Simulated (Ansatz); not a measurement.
A geometry of SnSe away from equilibrium: the start of the relaxation of a generated cell, SnSe built in the GeS structure type. Calculation: PBEsol (plane waves to 420 eV, PAW, scalar-relativistic; Ansatz, a quantum-chemistry and plane-wave program). Γ-centred k-mesh 2×6×5 on the run's cell (coarser than for final values), Fermi–Dirac smearing 0.05 eV.

```xyz
8
Lattice="11.7920 0.0000 0.0000 0.0000 4.0996 0.0000 0.0000 0.0000 4.8429" Properties=species:S:1:pos:R:3 pbc="T T T"
Sn     1.4398     1.0249     0.6184
Sn     4.4562     3.0747     3.0399
Sn    10.3522     3.0747     4.2245
Sn     7.3358     1.0249     1.8030
Se    10.0173     1.0249     2.4326
Se     7.6707     3.0747     0.0111
Se     1.7747     3.0747     2.4103
Se     4.1213     1.0249     4.8318
```

Task: What forces act on the atoms (eV/Å)?

Result: 
| atom | Fx | Fy | Fz |
|---|---|---|---|
| Sn1 | -0.14 | 0.00 | -0.19 |
| Sn2 | 0.14 | 0.00 | -0.19 |
| Sn3 | 0.14 | 0.00 | 0.19 |
| Sn4 | -0.14 | 0.00 | 0.19 |
| Se5 | 0.08 | 0.00 | -0.22 |
| Se6 | -0.08 | 0.00 | -0.22 |
| Se7 | -0.08 | 0.00 | 0.22 |
| Se8 | 0.08 | 0.00 | 0.22 |

Task: What is the pressure?

Result: -1.3 GPa, compression positive.

Task: How much energy per atom can still be gained by relaxing?

Result: 0.04 eV/atom; the path ends in Pnma (No. 62) (AFLOW prototype AB_oP8_62_c_c (B29, as in SnS)).

No spin polarisation in the result.

The run could not lose the symmetry of its start.
